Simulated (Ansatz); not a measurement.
Al5InAs6 (P31m) at 2 levels of theory

One geometry, relaxed with PBE; plane waves with PAW potentials in Ansatz, scalar-relativistic. No spin polarisation. Gaps are the least over mesh and band path; pressure is positive in compression.

```
Al In As
1.0
     7.08651    0.00000    0.00000
    -3.54326    6.13710    0.00000
     0.00000    0.00000    6.72473
Al In As
5 1 6
Direct
  0.33832 0.33833 0.00030
  0.00000 0.66168 0.00030
  0.66168 0.00000 0.00030
  0.66667 0.33333 0.50089
  0.33333 0.66667 0.50089
  0.00000 0.00000 0.50182
  0.35279 0.35279 0.36976
  0.00000 0.64721 0.36976
  0.64721 0.00000 0.36976
  0.66667 0.33333 0.87184
  0.33333 0.66667 0.87184
  0.00000 0.00000 0.89855
```

```tsv
level	cutoff (eV)	k mesh	gap (eV)	pressure (GPa)
PBE	420	6×6×4	1.35	0.0
```

Problem. What comes out on the same cell with r2SCAN?

Solution.
```
 level  cutoff (eV)  k mesh  gap (eV)  pressure (GPa)
r2SCAN          500   6×6×4      1.87            -1.9
```

It was reached by relaxing an invented guess, and it needn't be the stable form of this composition.
